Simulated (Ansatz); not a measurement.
Problem. Name crystals whose computed values (DFT-PBEsol in the program Ansatz with PAW potentials) fall in these windows: G_Hill (GPa) 36 to 46; highest Γ mode, no LO–TO term (cm⁻¹) 240 to 290.

Solution. 

```csv
crystal,G_Hill (GPa),"highest Γ mode, no LO–TO term (cm⁻¹)"
"Al2Au, fluorite or antifluorite type",41.0,263
```
Others may fit too.

The cell was relaxed under the symmetry of its start. Scalar-relativistic: spin–orbit coupling is off unless named, which matters more the heavier the elements.

Potentials: the earlier of the program's two PAW sets. The files were generated under PBE; for other functionals the program regenerates the frozen cores, and for LDA and PBEsol the local potential too.
